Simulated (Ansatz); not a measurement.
AgRh (L1₀ or tetragonal B2, P4/mmm) under volume change, the program Ansatz at the r²SCAN level (PAW), shape and atoms relaxed at each volume.

```json
[
 {"V (Å³/atom)": "14.026", "E − E(relaxed) (meV/atom)": "80.3", "P (GPa)": "20.55"},
 {"V (Å³/atom)": "14.489", "E − E(relaxed) (meV/atom)": "33.3", "P (GPa)": "12.33"},
 {"V (Å³/atom)": "14.951", "E − E(relaxed) (meV/atom)": "7.8", "P (GPa)": "5.56"},
 {"V (Å³/atom)": "15.413", "E − E(relaxed) (meV/atom)": "0.0", "P (GPa)": "0.00"},
 {"V (Å³/atom)": "15.876", "E − E(relaxed) (meV/atom)": "6.8", "P (GPa)": "-4.56"},
 {"V (Å³/atom)": "16.338", "E − E(relaxed) (meV/atom)": "25.5", "P (GPa)": "-8.29"},
 {"V (Å³/atom)": "16.801", "E − E(relaxed) (meV/atom)": "54.0", "P (GPa)": "-11.32"}
]
```

What does a third-order Birch–Murnaghan fit give for V₀, B₀ and B′?

V₀ = 15.41 Å³/atom, B₀ = 167 GPa, B′ = 5.6.

The start of the workflow was typed in or built on a structure type; neither database checked (COD, Materials Project) lists it. Whether it is the stable phase at ambient conditions was not checked. The cell was relaxed with r²SCAN under the symmetry of its start; whether a distortion lowers the energy is not shown. The run is not spin-polarised. Its formation energy is positive at this level, so the cell may be metastable or incomplete.

Potentials: the earlier of the program's two PAW sets.
